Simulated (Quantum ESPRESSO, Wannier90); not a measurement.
## SnO (Pmn2₁), plane waves to Wannier functions

```xyz
4
Lattice="3.3550 0.0000 0.0000 0.0000 5.6741 0.0000 0.0000 0.0000 4.2220" Properties=species:S:1:pos:R:3 pbc="T T T"
Sn     0.0000     1.3159    -2.0555
Sn     1.6775    -1.3159     0.0555
O      0.0000    -0.6171    -1.1110
O      1.6775     0.6171     1.0000
```

Materials Project entry mp-545552; symmetrised, unrelaxed at this level. Not found in the COD (Crystallography Open Database) copy used, which has the formula in other groups; not checked further. Method: PBEsol plane waves in Quantum ESPRESSO 7.5 (PseudoDojo norm-conserving files, 68 Ry, no spin polarisation, no spin-orbit coupling), Bloch states on a 8×6×6 mesh through Γ, Wannier90 4.0.1. Density: 10×6×8 mesh, cold smearing 0.01 Ry. The cell is built of weakly bound layers, chains or molecules, whose nearest atoms lie 3.86 Å apart. Database cells relaxed without dispersion often hold them too far apart, which can enlarge gaps and weakens couplings between them; spacing and stacking were not compared with the measured crystal. Spin-orbit coupling is left out although heavy elements are present.

Functional, cutoff and mesh named above are those of the base row (8×6×6); the first column says what each row takes instead. Model: 10 functions from bands 11-20, start SCDM (isolated) (the valence bands). Energies are relative to the valence-band maximum; the misfit is to pw.x on a path, for all bands of the set. Only the mesh of Bloch states changes. Ω_total can sit in another minimum from row to row; Ω_I of an isolated set cannot.

| mesh | Ω_I (Å²) | Ω_total (Å²) | rms misfit (meV) | k-points (cost) | rough cost of nscf and overlaps (first row = 1) |
|---|---|---|---|---|---|
| 3×2×2 | 10.25 | 11.51 | 76 | 12 | 1.0 |
| 4×3×3 | 11.48 | 12.74 | 18 | 36 | 2.3 |
| 5×4×4 | 12.04 | 13.26 | 13 | 80 | 5 |
| 7×5×5 | 12.47 | 13.67 | 4.6 | 175 | 11 |
| 8×6×6 | 12.64 | 13.82 | 0.9 | 288 | 14 |
| 10×7×7 | 12.78 | 13.96 | 0.4 | 490 | 30 |
